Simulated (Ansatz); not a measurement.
The cell below belongs to a search over invented structures; it isn't taken from experiment.

Input and command of a plane-wave DFT calculation in Ansatz:

```yaml
crystal:
  lattice:
    - [-3.8627800887, 3.8627800887, 2.5704214502]
    - [3.8627800887, -3.8627800887, 2.5704214502]
    - [3.8627800887, 3.8627800887, -2.5704214502]
  atoms:
    - { symbol: Zr, position: [0.0, 0.0, 0.0] }
    - { symbol: Pd, position: [0.5, 0.5, 0.0] }
    - { symbol: Se, position: [0.5, 0.8121679124, 0.3121679124] }
    - { symbol: Se, position: [0.5, 0.1878320876, 0.6878320876] }
    - { symbol: Se, position: [0.8121679124, 0.5, 0.3121679124] }
    - { symbol: Se, position: [0.1878320876, 0.5, 0.6878320876] }
basis:
  ecutwfc: 420
kpoints:
  mp_grid: { grid: [10, 10, 10] }
hamiltonian:
  xc: pbe
scf:
  occupations: { method: gaussian, width: 0.1 }
output:
  forces: true
  stress: true
  eigenvalues: true
relax:
  adjacent_minimum: "off"
  f_tol: 0.01
  max_steps: 80
  cell: { stress_tol: 0.05 }
```

```bash
ansatz run input.yaml --threads 1 --pin off --max-ram 2560MiB --backend cpu --events-out ev --progress --plain --runs-dir out
```

Processor: Arm Neoverse V1, 1 thread, on a host shared with other jobs.

Estimate time, memory and problem size.

About 4.1 min, peak memory 0.88 GiB. It solves 57 bands at 102 k points (after reduction by symmetry) with about 2981 plane waves (on the last cell), in 32 SCF iterations over 5 ionic steps.
